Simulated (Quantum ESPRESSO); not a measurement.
## Ti4RuAlMg2 (input and log of a self-consistent run)

A calculation, not a measurement. The program is pw.x of Quantum ESPRESSO 7.5 (plane-wave density functional theory). The cell is made up: eight metal atoms on a hexagonal close-packed lattice, with elements, volume, strain and displacements drawn at random and not relaxed, so it may be unstable or far from any real phase. PseudoDojo standard norm-conserving files set the functional (PBE unless stated); there is no spin polarisation or spin-orbit coupling, the Fermi-Dirac width of 0.25 eV means electrons at about 2900 K, and the masses in the input are unused placeholders. A spin test at this wide smearing found no moment, but such smearing suppresses magnetism that the real alloy may have.

Input:

```
&control calculation='scf', pseudo_dir='./dojo.nc.sr.pbe.v0_5.standard.upf', outdir='./o', disk_io='minimal', tprnfor=.true., tstress=.true. /
&system ibrav=0, nat=8, ntyp=4, nbnd=58, ecutwfc=84.00895049, nosym=.true., tot_charge=0,
 occupations='smearing', smearing='fd', degauss=0.0183746611
/
&electrons conv_thr=1.470e-08, electron_maxstep=70, mixing_beta=0.5 /
ATOMIC_SPECIES
Al 1.0 Al.upf
Mg 1.0 Mg.upf
Ru 1.0 Ru.upf
Ti 1.0 Ti.upf
CELL_PARAMETERS angstrom
-2.9008 0.0215 0.0016
-0.0371 5.0585 0.041
1.4744 -2.6173 -9.4051
ATOMIC_POSITIONS angstrom
Ti -0.0078 0.0362 0.0281
Ru -0.0702 1.6837 -2.3304
Ti 0.0305 -0.0434 -4.7066
Al 0.0038 1.6226 -7.0154
Mg -1.4266 2.5177 -0.0037
Mg -1.4365 4.1933 -2.2974
Ti -1.4849 2.4987 -4.7139
Ti -1.4056 -0.8655 -7.0278
K_POINTS automatic
8 5 3 1 1 1
```

The log is shortened where brackets say so; the opening notice, blank lines, dates and the lines on written files are dropped, and the path of the files is cut. It prints rydbergs, bohrs and kilobars, and counts compression as positive stress. Its total energy is the free energy E - TS of the whole cell.

```
     Program PWSCF v.7.5
     Parallel version (MPI & OpenMP), running on       4 processor cores
     Number of MPI processes:                 4
     Threads/MPI process:                     1
     [start-up lines left out]
     bravais-lattice index     =            0
     lattice parameter (alat)  =       5.4819  a.u.
     unit-cell volume          =     929.0994 (a.u.)^3
     number of atoms/cell      =            8
     number of atomic types    =            4
     number of electrons       =        87.00
     number of Kohn-Sham states=           58
     kinetic-energy cutoff     =      84.0090  Ry
     charge density cutoff     =     336.0358  Ry
     scf convergence threshold =      1.5E-08
     mixing beta               =       0.5000
     number of iterations used =            8  plain     mixing
     Exchange-correlation= PBE
                           (   1   4   3   4   0   0   0)
     [axes and pseudopotential details left out]
   Cartesian axes
     site n.     atom                  positions (alat units)
         1        Ti     tau(   1) = (  -0.0026888   0.0124790   0.0096867  )
         2        Ru     tau(   2) = (  -0.0241996   0.5804101  -0.8033424  )
         3        Ti     tau(   3) = (   0.0105141  -0.0149610  -1.6224731  )
         4        Al     tau(   4) = (   0.0013099   0.5593475  -2.4183695  )
         5        Mg     tau(   5) = (  -0.4917818   0.8679090  -0.0012755  )
         6        Mg     tau(   6) = (  -0.4951945   1.4455268  -0.7919665  )
         7        Ti     tau(   7) = (  -0.5118791   0.8613593  -1.6249896  )
         8        Ti     tau(   8) = (  -0.4845426  -0.2983577  -2.4226441  )
     number of k points=    60  Fermi-Dirac smearing, width (Ry)=  0.0184
                       cart. coord. in units 2pi/alat
        k(    1) = (  -0.0621180   0.0575164  -0.0771501), wk =   0.0333333
        k(    2) = (  -0.0620167   0.0558466   0.1289551), wk =   0.0333333
     [further k points left out]
     Dense  grid:    96541 G-vectors     FFT dimensions: (  32,  60, 120)
     Estimated max dynamical RAM per process >     308.11 MB
     Estimated total dynamical RAM >       1.13 GB
     Initial potential from superposition of free atoms
     starting charge      86.9888, renormalised to      87.0000
     Starting wfcs are   64 randomized atomic wfcs
     total cpu time spent up to now is        8.0 secs
     per-process dynamical memory:   250.3 Mb
     Self-consistent Calculation
     iteration #  1     ecut=    84.01 Ry     beta= 0.50
     Davidson diagonalization with overlap
     ethr =  1.00E-02,  avg # of iterations =  2.8
     total cpu time spent up to now is       25.3 secs
     total energy              =    -915.75240060 Ry
     estimated scf accuracy    <       5.12965586 Ry
     iteration #  2     ecut=    84.01 Ry     beta= 0.50
     Davidson diagonalization with overlap
     ethr =  5.90E-03,  avg # of iterations =  5.8
     total cpu time spent up to now is       47.9 secs
     total energy              =    -914.62214688 Ry
     estimated scf accuracy    <     115.37071241 Ry
     iteration #  3     ecut=    84.01 Ry     beta= 0.50
     Davidson diagonalization with overlap
     ethr =  5.90E-03,  avg # of iterations =  6.0
     total cpu time spent up to now is       69.4 secs
     total energy              =    -918.87221725 Ry
     estimated scf accuracy    <      15.07749439 Ry
     iteration #  4     ecut=    84.01 Ry     beta= 0.50
     Davidson diagonalization with overlap
     ethr =  5.90E-03,  avg # of iterations =  2.1
     total cpu time spent up to now is       84.3 secs
     total energy              =    -919.21440080 Ry
     estimated scf accuracy    <       8.08605061 Ry
     iteration #  5     ecut=    84.01 Ry     beta= 0.50
     Davidson diagonalization with overlap
     ethr =  5.90E-03,  avg # of iterations =  1.0
     total cpu time spent up to now is       97.7 secs
     total energy              =    -919.37152488 Ry
     estimated scf accuracy    <       2.96322643 Ry
     [iterations 6 to 16 left out]
     iteration # 17     ecut=    84.01 Ry     beta= 0.50
     Davidson diagonalization with overlap
     ethr =  2.25E-09,  avg # of iterations =  5.3
     total cpu time spent up to now is      299.5 secs
     total energy              =    -919.29333130 Ry
     estimated scf accuracy    <       0.00000162 Ry
     iteration # 18     ecut=    84.01 Ry     beta= 0.50
     Davidson diagonalization with overlap
     ethr =  1.86E-09,  avg # of iterations =  1.0
     total cpu time spent up to now is      312.8 secs
     total energy              =    -919.29333133 Ry
     estimated scf accuracy    <       0.00000026 Ry
     iteration # 19     ecut=    84.01 Ry     beta= 0.50
     Davidson diagonalization with overlap
     ethr =  2.97E-10,  avg # of iterations =  2.1
     total cpu time spent up to now is      328.1 secs
     total energy              =    -919.29333136 Ry
     estimated scf accuracy    <       0.00000003 Ry
     iteration # 20     ecut=    84.01 Ry     beta= 0.50
     Davidson diagonalization with overlap
     ethr =  3.64E-11,  avg # of iterations =  5.3
     total cpu time spent up to now is      347.0 secs
     total energy              =    -919.29333136 Ry
     estimated scf accuracy    <       0.00000003 Ry
     iteration # 21     ecut=    84.01 Ry     beta= 0.50
     Davidson diagonalization with overlap
     ethr =  3.53E-11,  avg # of iterations =  2.0
     total cpu time spent up to now is      362.0 secs
     End of self-consistent calculation
     [lines on levels left out]
!    total energy              =    -919.29333136 Ry
     estimated scf accuracy    <          3.5E-09 Ry
     smearing contrib. (-TS)   =      -0.14186867 Ry
     internal energy E=F+TS    =    -919.15146269 Ry
     The total energy is F=E-TS. E is the sum of the following terms:
     one-electron contribution =    -464.99484779 Ry
     hartree contribution      =     252.59151035 Ry
     xc contribution           =    -137.89382554 Ry
     ewald contribution        =    -568.85429971 Ry
     convergence has been achieved in  21 iterations
     Forces acting on atoms (cartesian axes, Ry/au):
     atom    1 type  4   force =     0.00860969    0.01383919    0.00242181
     atom    2 type  3   force =     0.00399825   -0.02371059   -0.02339030
     atom    3 type  4   force =     0.00052539    0.01849513   -0.00085228
     atom    4 type  1   force =    -0.00126131    0.00258674   -0.00368326
     atom    5 type  2   force =    -0.00617533    0.00926138   -0.01703609
     atom    6 type  2   force =    -0.00803061    0.00298052    0.00114835
     atom    7 type  4   force =     0.00530630   -0.01801209    0.02481404
     atom    8 type  4   force =    -0.00297238   -0.00544028    0.01657773
     Total force =     0.059432     Total SCF correction =     0.000126
     Computing stress (Cartesian axis) and pressure
          total   stress  (Ry/bohr**3)                   (kbar)     P=       -3.82
   0.00007752   0.00005248  -0.00000209           11.40        7.72       -0.31
   0.00005248  -0.00008049  -0.00001153            7.72      -11.84       -1.70
  -0.00000209  -0.00001153  -0.00007486           -0.31       -1.70      -11.01
     init_run     :      7.52s CPU      7.80s WALL (       1 calls)
     electrons    :    352.22s CPU    354.09s WALL (       1 calls)
     forces       :      1.88s CPU      1.89s WALL (       1 calls)
     stress       :      6.73s CPU      6.73s WALL (       1 calls)
     [timing details left out]
     PWSCF        :   6m 8.55s CPU   6m10.80s WALL
     JOB DONE.
```

In other units: free energy -12507.623 eV for the cell, pressure -0.38 GPa, largest force component 0.638 eV/Å in size. The run took 372 s of wall time with four MPI processes on a shared machine (Intel Xeon, older, virtual cores), so the time is rough. A rerun of this cell at a higher cutoff and on a denser mesh moved values by no more than 0.003 eV in energy, 0.02 GPa in stress and 0.004 eV/Å in force, and a second program with other atomic files agreed on that cell to 2 % rms in force and 0.5 GPa in pressure.